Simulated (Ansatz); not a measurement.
ZrHg (P4/mmm), clamped-ion strain scan

Theory: DFT PBEsol, scalar-relativistic, plane waves, PAW in Ansatz 0.2.0. Cutoff 420 eV, Γ-centred 16×16×12 k-points, Gaussian smearing of 0.15 eV. Spin–orbit coupling is left out, which can shift energies with elements as heavy as these. No spin polarisation. Energies are free energies at this smearing, counted from the undisturbed cell; pressure is positive in compression.

Reference structure (as given, not relaxed at this level; it stands at -0.7 GPa, and it needn't be the usual structure):

```
Zr Hg
1.0
     3.14700    0.00000    0.00000
     0.00000    3.14700    0.00000
     0.00000    0.00000    4.17000
Zr Hg
1 1
Direct
  0.50000 0.50000 0.50000
  0.00000 0.00000 0.00000
```

The cell is strained by ε times the Voigt pattern (1, 0, 0, 0, 0, 0) (xx, yy, zz, yz, xz, xy; engineering shear) with fractional coordinates fixed. The cell is metallic on the mesh throughout.

Question: Over the sampled range (-0.0200 to 0.0200), is the undisturbed cell the lowest point?

Answer: No: the energy is lower at ε = -0.0100, -0.6 in ΔE (meV/atom).

Question: Which end lies higher in energy, -0.0200 or +0.0200?

Answer: +0.0200: 5.5 against 0.3.

The scan:

| ε | ΔE (meV/atom) |
| --- | --- |
| -0.0200 | 0.3 |
| -0.0150 | -0.3 |
| -0.0100 | -0.6 |
| -0.0050 | -0.5 |
| 0.0000 | 0.0 |
| 0.0050 | 0.8 |
| 0.0100 | 2.1 |
| 0.0150 | 3.6 |
| 0.0175 | 4.5 |
| 0.0200 | 5.5 |